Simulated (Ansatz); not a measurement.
**TeAs$_{2}$: how the k-point mesh moves the results**

All numbers below come from Ansatz 0.2.0, DFT PBE, scalar-relativistic, plane waves, PAW.

```cif
data_structure
_symmetry_space_group_name_H-M 'P 1'
_symmetry_Int_Tables_number 1
_cell_length_a 5.8261
_cell_length_b 5.8261
_cell_length_c 5.8261
_cell_angle_alpha 104.758
_cell_angle_beta 104.758
_cell_angle_gamma 119.375
_cell_volume 148.77
loop_
_atom_site_label
_atom_site_type_symbol
_atom_site_fract_x
_atom_site_fract_y
_atom_site_fract_z
_atom_site_occupancy
Te1 Te 0.75000 0.25000 0.50000 1
Te2 Te 0.00000 0.00000 0.00000 1
As1 As 0.37500 0.62500 0.25000 1
As2 As 0.37500 0.12500 0.75000 1
As3 As 0.37500 0.62500 0.75000 1
As4 As 0.87500 0.62500 0.25000 1
```

The plane-wave cutoff is 420 eV, the occupation rule is Gaussian smearing, 0.1 eV and the spin treatment is unpolarised.

The atoms are held and the k-point mesh is swept. Energies are extrapolated to zero smearing and count from the reference run, 12×12×12. The cell isn't necessarily relaxed at this level. The meshes are Γ-centred. Spin–orbit coupling is left out. Pressure is positive in compression.

Times are rough; the reference took 22 s on 1 thread of AMD EPYC 9R45 96-Core Processor (Zen 5), on a shared host, peak memory 1.1 GiB.

One run gave ΔE = 296 meV/atom and P = -0.85 GPa. Which k-point mesh did it use, of 1×1×1, 2×2×2, 4×4×4, 6×6×6, 8×8×8, 10×10×10?

2×2×2. All runs:

| mesh | ΔE (meV/atom) | P (GPa) | irreducible points | wall time (s) |
| --- | --- | --- | --- | --- |
| 1×1×1 | -1750 | -15.21 | 1 | 0.46 |
| 2×2×2 | 296 | -0.85 | 4 | 0.78 |
| 4×4×4 | 20.5 | -1.42 | 13 | 2.1 |
| 6×6×6 | 1.64 | -0.86 | 30 | 4.3 |
| 8×8×8 | -0.28 | -0.69 | 59 | 11 |
| 10×10×10 | -0.24 | -0.68 | 102 | 14 |
| 12×12×12 | 0.00 | -0.66 | 163 | 22 |